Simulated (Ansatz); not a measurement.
Te:
```
Te
1.0
    0.00000     3.59106     3.59106
    3.59106     0.00000     3.59106
    3.59106     3.59106     0.00000
Te
2
Cartesian
  0.00000   0.00000   0.00000
  1.79553   1.79553   1.79553
```

Relaxed with PBE. Special points in fractions of this cell's reciprocal vectors: Γ (0.000, 0.000, 0.000); X (0.500, 0.000, 0.500); U (0.625, 0.250, 0.625); K (0.375, 0.375, 0.750); L (0.500, 0.500, 0.500); W (0.500, 0.250, 0.750).

Task: List the band energies nearest the Fermi level at these points for DFT-PBE with spin–orbit coupling in the program Ansatz with PAW potentials.

Result: In eV from the Fermi level; about four levels below and three above (degenerate sets whole), none deeper than 8.9 eV; points with the same levels are listed once.

```json
[
 {"k": "Γ", "below": "-0.38 -0.38 -0.38 -0.38", "above": "3.74 3.74 6.07 6.07 6.07 6.07"},
 {"k": "X", "below": "-1.56 -1.56 -1.56 -1.56", "above": "1.93 1.93 1.93 1.93"},
 {"k": "U", "below": "-1.79 -1.79 -0.52 -0.52", "above": "1.37 1.37 1.55 1.55"},
 {"k": "L", "below": "-3.42 -3.42 -3.26 -3.26", "above": "0.02 0.02 0.55 0.55"},
 {"k": "W", "below": "-1.25 -1.25 -0.69 -0.69", "above": "1.20 1.20 1.44 1.44"}
]
```

Space group Fd-3m (diamond). The start of the workflow was typed in or built on a structure type; neither database checked (COD, Materials Project) lists it. It is not the phase usual at ambient conditions (space group No. 152). Symmetry was held in the PBE relaxation; whether a distortion lowers the energy is not shown. The volume moved by 16 % from the start of the relaxation.

Potentials: the later of the program's two PAW sets.
